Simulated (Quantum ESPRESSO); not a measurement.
## Ga2InAlP4 (finding a planted mistake in a log)

Simulated, not a measurement. The program is pw.x of Quantum ESPRESSO 7.5 (plane-wave density functional theory). The cell is made up: 8 atoms on a zincblende/diamond lattice, with randomly drawn elements, strain and displacements, not relaxed. PseudoDojo standard norm-conserving files (v0.5 for PBE, v0.4.1 for LDA and PBEsol) set the functional; there is no spin polarisation, spin-orbit coupling or dispersion term, and the masses in the input are unused placeholders.

Intended input:

```
&control calculation='scf', pseudo_dir='./dojo.nc.sr.pbe.v0_5.standard.upf', outdir='./o', disk_io='medium', tprnfor=.true., tstress=.true. /
&system ibrav=0, nat=8, ntyp=4, nbnd=37, ecutwfc=79.96652505, nosym=.true., tot_charge=0,
 occupations='smearing', smearing='fd', degauss=0.0018374661
/
&electrons conv_thr=7.350e-09, electron_maxstep=60, /
ATOMIC_SPECIES
Al 1.0 Al.upf
Ga 1.0 Ga.upf
In 1.0 In.upf
P 1.0 P.upf
CELL_PARAMETERS angstrom
5.831 -0.0242 -0.0852
-0.0242 5.7595 -0.0416
-0.0852 -0.0416 5.8302
ATOMIC_POSITIONS angstrom
Ga -0.0377 0.0117 -0.0293
In -0.2172 2.8766 2.895
Al 2.8397 -0.0908 2.8547
Ga 2.8661 2.8994 -0.0916
P 1.3217 1.4815 1.4684
P 1.4953 4.288 4.4116
P 4.3189 1.3909 4.3224
P 4.372 4.3216 1.2344
K_POINTS automatic
4 4 4 1 1 1
```

The log is shortened where brackets say so; the opening notice, blank lines, dates and the lines on written files are dropped, and the path of the files is cut. It prints rydbergs, bohrs and kilobars, and counts compression as positive stress.

Log of the intended run:

```
     Program PWSCF v.7.5
     Parallel version (MPI & OpenMP), running on       1 processor cores
     Number of MPI processes:                 1
     Threads/MPI process:                     1
     [start-up lines left out]
     bravais-lattice index     =            0
     lattice parameter (alat)  =      11.0203  a.u.
     unit-cell volume          =    1320.9452 (a.u.)^3
     number of atoms/cell      =            8
     number of atomic types    =            4
     number of electrons       =        62.00
     number of Kohn-Sham states=           37
     kinetic-energy cutoff     =      79.9665  Ry
     charge density cutoff     =     319.8661  Ry
     scf convergence threshold =      7.3E-09
     mixing beta               =       0.7000
     number of iterations used =            8  plain     mixing
     Exchange-correlation= PBE
                           (   1   4   3   4   0   0   0)
     [axes and pseudopotential details left out]
   Cartesian axes
     site n.     atom                  positions (alat units)
         1        Ga     tau(   1) = (  -0.0064647   0.0020063  -0.0050243  )
         2        In     tau(   2) = (  -0.0372449   0.4932719   0.4964270  )
         3        Al     tau(   3) = (   0.4869443  -0.0155701   0.4895165  )
         4        Ga     tau(   4) = (   0.4914713   0.4971815  -0.0157073  )
         5        P      tau(   5) = (   0.2266417   0.2540438   0.2517974  )
         6        P      tau(   6) = (   0.2564101   0.7352950   0.7564897  )
         7        P      tau(   7) = (   0.7405937   0.2385079   0.7411939  )
         8        P      tau(   8) = (   0.7496991   0.7410567   0.2116717  )
     number of k points=    32  Fermi-Dirac smearing, width (Ry)=  0.0018
                       cart. coord. in units 2pi/alat
        k(    1) = (   0.1274132   0.1280249   0.1278070), wk =   0.0625000
        k(    2) = (   0.1310756   0.1298469   0.3779367), wk =   0.0625000
     [further k points left out]
     Dense  grid:   127661 G-vectors     FFT dimensions: (  64,  64,  64)
     Estimated max dynamical RAM per process >     168.92 MB
     Initial potential from superposition of free atoms
     starting charge      61.9877, renormalised to      62.0000
     Starting wfcs are   47 randomized atomic wfcs
     total cpu time spent up to now is       13.9 secs
     per-process dynamical memory:    98.8 Mb
     Self-consistent Calculation
     iteration #  1     ecut=    79.97 Ry     beta= 0.70
     Davidson diagonalization with overlap
     ethr =  1.00E-02,  avg # of iterations =  4.0
     Threshold (ethr) on eigenvalues was too large:
     Diagonalizing with lowered threshold
     Davidson diagonalization with overlap
     ethr =  5.39E-04,  avg # of iterations =  2.0
     total cpu time spent up to now is       69.5 secs
     total energy              =    -498.89990099 Ry
     estimated scf accuracy    <       0.33801796 Ry
     iteration #  2     ecut=    79.97 Ry     beta= 0.70
     Davidson diagonalization with overlap
     ethr =  5.45E-04,  avg # of iterations =  2.4
     total cpu time spent up to now is       95.6 secs
     total energy              =    -498.98637466 Ry
     estimated scf accuracy    <       0.09873740 Ry
     [iterations 3 to 8 left out]
     iteration #  9     ecut=    79.97 Ry     beta= 0.70
     Davidson diagonalization with overlap
     ethr =  8.31E-10,  avg # of iterations =  3.2
     total cpu time spent up to now is      305.6 secs
     total energy              =    -499.00451936 Ry
     estimated scf accuracy    <       0.00000001 Ry
     iteration # 10     ecut=    79.97 Ry     beta= 0.70
     Davidson diagonalization with overlap
     ethr =  1.98E-11,  avg # of iterations =  5.0
     total cpu time spent up to now is      342.3 secs
     End of self-consistent calculation
     [lines on levels left out]
!    total energy              =    -499.00451936 Ry
     estimated scf accuracy    <          6.7E-09 Ry
     smearing contrib. (-TS)   =      -0.00000000 Ry
     internal energy E=F+TS    =    -499.00451936 Ry
     The total energy is F=E-TS. E is the sum of the following terms:
     one-electron contribution =    -251.43712504 Ry
     hartree contribution      =     165.44016919 Ry
     xc contribution           =    -142.07977659 Ry
     ewald contribution        =    -270.92778693 Ry
     convergence has been achieved in  10 iterations
     Forces acting on atoms (cartesian axes, Ry/au):
     atom    1 type  2   force =     0.02699156    0.00889146    0.00447747
     atom    2 type  3   force =     0.03885947    0.01639826    0.01337574
     atom    3 type  1   force =     0.00603114    0.01935981   -0.00428155
     atom    4 type  2   force =     0.01152001   -0.02704050    0.02116781
     atom    5 type  4   force =     0.04788945   -0.03812786   -0.02692360
     atom    6 type  4   force =    -0.03128446    0.02722452   -0.02759602
     atom    7 type  4   force =    -0.05178248   -0.03322014    0.01437197
     atom    8 type  4   force =    -0.04822469    0.02651445    0.00540819
     Total force =     0.136125     Total SCF correction =     0.000224
     Computing stress (Cartesian axis) and pressure
          total   stress  (Ry/bohr**3)                   (kbar)     P=      -49.71
  -0.00037335  -0.00000800   0.00007577          -54.92       -1.18       11.15
  -0.00000800  -0.00030257  -0.00005561           -1.18      -44.51       -8.18
   0.00007577  -0.00005561  -0.00033788           11.15       -8.18      -49.70
     init_run     :     12.63s CPU     13.78s WALL (       1 calls)
     electrons    :    305.99s CPU    328.45s WALL (       1 calls)
     forces       :      4.00s CPU      4.07s WALL (       1 calls)
     stress       :     14.85s CPU     15.58s WALL (       1 calls)
     [timing details left out]
     PWSCF        :   5m37.68s CPU   6m 2.53s WALL
     JOB DONE.
```

A second run was made from an input with one planted mistake. Its log:

```
     Program PWSCF v.7.5
     Parallel version (MPI & OpenMP), running on       1 processor cores
     Number of MPI processes:                 1
     Threads/MPI process:                     1
     [start-up lines left out]
     bravais-lattice index     =            0
     lattice parameter (alat)  =      11.0203  a.u.
     unit-cell volume          =    1320.9452 (a.u.)^3
     number of atoms/cell      =            8
     number of atomic types    =            4
     number of electrons       =        62.00
     number of Kohn-Sham states=           37
     kinetic-energy cutoff     =      57.9169  Ry
     charge density cutoff     =     231.6677  Ry
     scf convergence threshold =      7.3E-09
     mixing beta               =       0.7000
     number of iterations used =            8  plain     mixing
     Exchange-correlation= PBE
                           (   1   4   3   4   0   0   0)
     [axes and pseudopotential details left out]
   Cartesian axes
     site n.     atom                  positions (alat units)
         1        Ga     tau(   1) = (  -0.0064647   0.0020063  -0.0050243  )
         2        In     tau(   2) = (  -0.0372449   0.4932719   0.4964270  )
         3        Al     tau(   3) = (   0.4869443  -0.0155701   0.4895165  )
         4        Ga     tau(   4) = (   0.4914713   0.4971815  -0.0157073  )
         5        P      tau(   5) = (   0.2266417   0.2540438   0.2517974  )
         6        P      tau(   6) = (   0.2564101   0.7352950   0.7564897  )
         7        P      tau(   7) = (   0.7405937   0.2385079   0.7411939  )
         8        P      tau(   8) = (   0.7496991   0.7410567   0.2116717  )
     number of k points=    32  Fermi-Dirac smearing, width (Ry)=  0.0018
                       cart. coord. in units 2pi/alat
        k(    1) = (   0.1274132   0.1280249   0.1278070), wk =   0.0625000
        k(    2) = (   0.1310756   0.1298469   0.3779367), wk =   0.0625000
     [further k points left out]
     Dense  grid:    78677 G-vectors     FFT dimensions: (  54,  54,  54)
     Estimated max dynamical RAM per process >     105.31 MB
     Initial potential from superposition of free atoms
     starting charge      61.9877, renormalised to      62.0000
     Starting wfcs are   47 randomized atomic wfcs
     total cpu time spent up to now is        8.4 secs
     per-process dynamical memory:    64.0 Mb
     Self-consistent Calculation
     iteration #  1     ecut=    57.92 Ry     beta= 0.70
     Davidson diagonalization with overlap
     ethr =  1.00E-02,  avg # of iterations =  4.0
     Threshold (ethr) on eigenvalues was too large:
     Diagonalizing with lowered threshold
     Davidson diagonalization with overlap
     ethr =  5.52E-04,  avg # of iterations =  2.0
     total cpu time spent up to now is       42.1 secs
     total energy              =    -498.73817966 Ry
     estimated scf accuracy    <       0.34774744 Ry
     iteration #  2     ecut=    57.92 Ry     beta= 0.70
     Davidson diagonalization with overlap
     ethr =  5.61E-04,  avg # of iterations =  2.3
     total cpu time spent up to now is       53.1 secs
     total energy              =    -498.82805253 Ry
     estimated scf accuracy    <       0.10189171 Ry
     [iterations 3 to 9 left out]
     iteration # 10     ecut=    57.92 Ry     beta= 0.70
     Davidson diagonalization with overlap
     ethr =  3.03E-11,  avg # of iterations =  5.0
     total cpu time spent up to now is      166.2 secs
     total energy              =    -498.84715721 Ry
     estimated scf accuracy    <       0.00000001 Ry
     iteration # 11     ecut=    57.92 Ry     beta= 0.70
     Davidson diagonalization with overlap
     ethr =  1.70E-11,  avg # of iterations =  2.0
     total cpu time spent up to now is      177.7 secs
     End of self-consistent calculation
     [lines on levels left out]
!    total energy              =    -498.84715721 Ry
     estimated scf accuracy    <          2.2E-09 Ry
     smearing contrib. (-TS)   =      -0.00000000 Ry
     internal energy E=F+TS    =    -498.84715721 Ry
     The total energy is F=E-TS. E is the sum of the following terms:
     one-electron contribution =    -251.10235999 Ry
     hartree contribution      =     165.17681362 Ry
     xc contribution           =    -141.99382389 Ry
     ewald contribution        =    -270.92778694 Ry
     convergence has been achieved in  11 iterations
     Forces acting on atoms (cartesian axes, Ry/au):
     atom    1 type  2   force =     0.02694033    0.00891055    0.00447227
     atom    2 type  3   force =     0.03888763    0.01645343    0.01337002
     atom    3 type  1   force =     0.00603835    0.01935028   -0.00427885
     atom    4 type  2   force =     0.01145573   -0.02696151    0.02113653
     atom    5 type  4   force =     0.04790478   -0.03816376   -0.02687165
     atom    6 type  4   force =    -0.03121521    0.02715016   -0.02760117
     atom    7 type  4   force =    -0.05177770   -0.03327326    0.01434486
     atom    8 type  4   force =    -0.04823391    0.02653412    0.00542799
     Total force =     0.136094     Total SCF correction =     0.000105
     Computing stress (Cartesian axis) and pressure
          total   stress  (Ry/bohr**3)                   (kbar)     P=     -219.54
  -0.00152850  -0.00000804   0.00007560         -224.85       -1.18       11.12
  -0.00000804  -0.00145674  -0.00005675           -1.18     -214.29       -8.35
   0.00007560  -0.00005675  -0.00149189           11.12       -8.35     -219.46
     init_run     :      6.43s CPU      8.26s WALL (       1 calls)
     electrons    :    150.05s CPU    169.31s WALL (       1 calls)
     forces       :      1.85s CPU      1.89s WALL (       1 calls)
     stress       :      6.68s CPU      6.70s WALL (       1 calls)
     [timing details left out]
     PWSCF        :   2m45.18s CPU   3m 6.42s WALL
     JOB DONE.
```

Question: what was wrong in the second input?

Answer: the plane-wave cutoff is too low. The input lines that differ, file-writing options aside:

```
- &system ibrav=0, nat=8, ntyp=4, nbnd=37, ecutwfc=79.96652505, nosym=.true., tot_charge=0,
+ &system ibrav=0, nat=8, ntyp=4, nbnd=37, ecutwfc=57.91693175, nosym=.true., tot_charge=0,
```

```
                                            intended run  run with the mistake
                          free energy (eV)     -6789.302             -6787.161
                    smearing term -TS (eV)        0.0000                0.0000
                            pressure (GPa)         -4.97                -21.95
            largest force component (eV/Å)         1.331                 1.331
largest change of a force component (eV/Å)                               0.002
                                iterations            10                    11
```

For scale, a rerun of the intended cell at 1377 eV and a 6 x 6 x 6 mesh moved values by no more than 0.009 eV in energy, 0.02 GPa in stress and 0.002 eV/Å in force.